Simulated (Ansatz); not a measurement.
TiAl3:
```yaml
crystal:
  lattice:
    - [-1.91181, 1.91181, 4.28133]
    - [1.91181, -1.91181, 4.28133]
    - [1.91181, 1.91181, -4.28133]
  atoms:
    - { symbol: Al, position: [0.50000, 0.50000, 0.00000] }
    - { symbol: Al, position: [0.75000, 0.25000, 0.50000] }
    - { symbol: Al, position: [0.25000, 0.75000, 0.50000] }
    - { symbol: Ti, position: [0.00000, 0.00000, 0.00000] }
```

Relaxed with r²SCAN.

**Question.** Which orbitals make up the states near the Fermi level in the program Ansatz at the r²SCAN level (PAW)?

**Answer.** Within 0.5 eV of the Fermi level: Ti 3d 67 %, Al 3p 26 %. Projections are on Löwdin-orthogonalised atomic valence shells; empty p or d shells of many metals are not among them.

**Question.** Tabulate the density of states.

**Answer.** States/eV per cell of 4 atoms, in 0.25 eV bins, energy from the Fermi level.

```
E (eV)  total  Al 3p  Ti 3d  Al 3s
------  -----  -----  -----  -----
-7.85    0.80   0.42   0.02   0.30
-7.60    0.74   0.39   0.03   0.27
-7.35    0.69   0.37   0.03   0.23
-7.10    0.94   0.52   0.05   0.30
-6.85    0.98   0.55   0.06   0.31
-6.60    0.96   0.53   0.07   0.30
-6.35    0.95   0.53   0.09   0.29
-6.10    0.76   0.43   0.07   0.23
-5.85    0.80   0.45   0.07   0.22
-5.60    0.87   0.50   0.08   0.23
-5.35    0.97   0.55   0.09   0.26
-5.10    1.14   0.64   0.10   0.31
-4.85    1.21   0.66   0.13   0.35
-4.60    1.15   0.62   0.14   0.32
-4.35    1.12   0.62   0.15   0.29
-4.10    1.21   0.70   0.17   0.26
-3.85    1.31   0.79   0.19   0.25
-3.60    1.28   0.80   0.19   0.22
-3.35    1.19   0.78   0.17   0.17
-3.10    1.43   0.88   0.23   0.25
-2.85    1.56   0.89   0.28   0.32
-2.60    1.60   0.86   0.35   0.32
-2.35    1.82   1.07   0.40   0.28
-2.10    1.92   1.10   0.49   0.25
-1.85    2.16   1.19   0.63   0.25
-1.60    2.29   1.19   0.79   0.23
-1.35    2.93   1.51   1.11   0.21
-1.10    3.33   1.59   1.45   0.20
-0.85    2.45   1.00   1.21   0.16
-0.60    2.29   0.81   1.27   0.13
-0.35    2.47   0.72   1.55   0.11
-0.10    1.72   0.44   1.13   0.08
0.15     1.43   0.33   1.00   0.05
0.40     1.20   0.24   0.91   0.02
0.65     1.16   0.15   0.96   0.01
0.90     0.51   0.09   0.39   0.00
1.15     0.99   0.27   0.60   0.03
1.40     2.40   0.64   1.42   0.16
1.65     3.58   0.87   2.15   0.27
1.90     4.30   0.90   2.76   0.23
2.15     4.73   0.96   3.20   0.17
2.40     2.16   0.65   0.97   0.22
2.65     1.67   0.49   0.65   0.25
2.90     2.01   0.62   0.86   0.27
3.15     2.44   0.41   1.21   0.52
3.40     2.02   0.42   0.82   0.47
3.65     3.36   0.71   1.36   0.83
3.90     3.18   0.78   1.18   0.77
4.15     2.77   0.84   0.90   0.60
4.40     2.44   0.89   0.64   0.52
4.65     2.38   0.96   0.53   0.49
```

Space group I4/mmm. The r²SCAN relaxation kept the symmetry of its start. The run is not spin-polarised.

Potentials: the later of the program's two PAW sets.
